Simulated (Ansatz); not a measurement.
## Computed properties of AlMo$_{2}$C

AlMo$_{2}$C:
```yaml
crystal:
  lattice:
    - [3.01092, 0.00000, 0.00000]
    - [-1.50546, 2.60754, 0.00000]
    - [0.00000, 0.00000, 13.45178]
  atoms:
    - { symbol: Al, position: [0.66667, 0.33333, 0.25000] }
    - { symbol: Al, position: [0.33333, 0.66667, 0.75000] }
    - { symbol: Mo, position: [0.66667, 0.33333, 0.91064] }
    - { symbol: Mo, position: [0.33333, 0.66667, 0.08936] }
    - { symbol: Mo, position: [0.33333, 0.66667, 0.41064] }
    - { symbol: Mo, position: [0.66667, 0.33333, 0.58936] }
    - { symbol: C, position: [0.00000, 0.00000, 0.00000] }
    - { symbol: C, position: [0.00000, 0.00000, 0.50000] }
```

Space group P6_3/mmc (No. 194); conventional cell a = 3.011 Å, b = 3.011 Å, c = 13.452 Å, α = 90.00°, β = 90.00°, γ = 120.00°.

Method: DFT-r²SCAN in the program Ansatz with PAW potentials. Geometry: relaxed at this level of theory. Other levels are named where they apply.

Cell and energy:

* **Volume per atom**: 13.20 Å³
* **Density**: 7.26 g/cm³
* **Formation energy from the elements (no fitted shifts)**: -17 kJ/mol of atoms

Electronic structure:

Electronic character: metallic (no gap)
Density of states at the Fermi level: 0.43 states/eV per atom (mean over ±0.08 eV)
Gap with spin–orbit coupling: none (metallic)

Mechanics:

- Bulk modulus (Birch–Murnaghan fit) = 208 GPa
- Pressure derivative B′ = 4.6
- Elastic constants (relaxed ions, GPa) = C11 = 353, C12 = 100.0, C13 = 152, C33 = 360, C44 = 146
- Mechanical stability = stable (all eigenvalues of C positive)
- Hill bulk and shear moduli = 208 and 126 GPa
- Young's modulus = 315 GPa
- Poisson's ratio = 0.25
- Debye temperature from the elastic constants = 583 K

Charges:

- Bader charges: Al +0.68, Mo +0.38, C -1.43 e

The start of the workflow was typed in or built on a structure type; neither database checked (COD, Materials Project) lists it. Its standing as an ambient phase is unchecked. The r²SCAN relaxation kept the symmetry of its start; whether a distortion lowers the energy is not shown. The run is not spin-polarised. As this level gives no gap, shear constants depend on the k-mesh and smearing (Fermi–Dirac, 0.1 eV here). On the denser mesh and wider smearing of the elastic run this cell carries a stress of 0.5 GPa. The references are the lowest solids computed at this level, not always the standard phases. Scalar-relativistic: spin–orbit coupling is off unless named, which matters more the heavier the elements.

Potentials: the earlier of the program's two PAW sets.
